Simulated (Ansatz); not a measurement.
BeF₂:
```
CELL_PARAMETERS angstrom
      4.68159     0.00000     0.00000
     -2.34080     4.05438     0.00000
      0.00000     0.00000     5.14045
ATOMIC_POSITIONS crystal
  Be 0.46306 0.00000 0.33333
  Be 0.00000 0.46306 0.66667
  Be 0.53694 0.53694 0.00000
  F  0.41264 0.27874 0.22263
  F  0.72126 0.13391 0.55597
  F  0.86609 0.58736 0.88930
  F  0.27874 0.41264 0.77737
  F  0.13391 0.72126 0.44403
  F  0.58736 0.86609 0.11070
```

Relaxed with r²SCAN.

**Question.** Map the electron localisation function on the plane through (0.463, 0.000, 0.333) spanned by u = [0, 0, 1] and v = [1, -1, 0] in lattice vectors, from the program Ansatz at the r²SCAN level (PAW).

**Answer.** x is the fraction of u, y of v (the angle between them is 90°; rows are the nearest grid lines); atoms in the plane: Be at (0.00, 0.00), Be at (0.33, 0.54), F at (0.56, 0.41), F at (0.78, 0.13).
```
|000022332210000012233220000|
|000000000000000000000123310|
|310000000000000000013578863|
|852000000000000000368999998|
|863100001245432000268999998|
|862000036789987410036899998|
|641000147899998620014788876|
|000000147999999851000123320|
|000000025899998641000000000|
|000000000256642100000000000|
|011100000001110000000000000|
|334332000000345554310000023|
|466654200059999999862000024|
|355553100389986689974000013|
|134432000379985689974000001|
|000100000268999999851000000|
|000000000024678764100000000|
|000000000000000000246654200|
|000000000000000014789987520|
|200011110000000379998999852|
|200134553200001589975689962|
|001356665410000479999999940|
|000345665420000368999999610|
|000022332210000012233220000|
```
Scale: ten equal steps from 0.000 (start of '0') to 0.824 (end of '9'), in the order '0123456789'; x runs from 0.000 to 1.00, y from 0.000 (bottom) to 1.00 (top).

The density is the valence pseudo-density with augmentation charge, so density and ELF within about 1 Å of a nucleus are not all-electron values.

Space group P3_121. The first step of the workflow began from a Materials Project structure, measured or hypothetical; the Crystallography Open Database files this formula in space group No. 152, but the cells were not matched. Its standing as an ambient phase is unchecked. The cell was relaxed with r²SCAN under the symmetry of its start; its stability against distortions is not shown here.

Potentials: the earlier of the program's two PAW sets. The files were generated under PBE; for other functionals the program regenerates the frozen cores, and for LDA and PBEsol the local potential too.
